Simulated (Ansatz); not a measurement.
Given:

Relaxed MgTl (CsCl type):

```
MgTl
1.0
    7.12858     0.00000     0.00000
    3.56429     3.56429     0.00000
    3.56429     0.00000     3.56429
Mg Tl
2 2
Direct
  0.00000   0.00000   0.00000
  0.50000   0.00000   0.00000
  0.75000   0.50000   0.50000
  0.25000   0.50000   0.50000
```

The atoms are displaced by Q × the pattern below (from a DFPT mode at R = (0.5, 0.5, 0.5), largest move 1; Q in Å), at fixed cell. It is one choice among 3 degenerate patterns. (q is in reciprocal vectors of the primitive cell; the cell shown is doubled to hold the pattern.)

```json
[
 {"atom": "Tl3", "x": "0.000", "y": "0.000", "z": "1.000"},
 {"atom": "Tl4", "x": "0.000", "y": "0.000", "z": "-1.000"}
]
```

Atoms not listed stay in place.

Method: LDA (plane waves to 420 eV, PAW, scalar-relativistic; Ansatz, an electronic-structure program). k mesh 13×13×13 (Γ-centred), Fermi-Dirac smearing 0.05 eV. Energies are smeared free energies. With partly filled bands, energies and forces of such displacements shift with the k mesh and the smearing. MgTl was relaxed with its symmetry unable to fall. Spin-orbit coupling is left out, though Tl is heavy. ΔE is measured from the undisplaced structure.

The scan covers Q from -0.180 to 0.180 Å in 13 points.

Task: Which space group does the distorted structure have?

Result: I4/mmm (No. 139), lowered from Pm-3m.

Task: What is the energy change at Q = 0.180 Å?

Result: 91 meV/cell.

Task: What harmonic wavenumber does the curvature at Q = 0 give?

Result: 56 cm⁻¹.

(For displaced atoms, the force is minus the slope of the energy, and its curvature is a force constant, which sets phonon frequencies.)
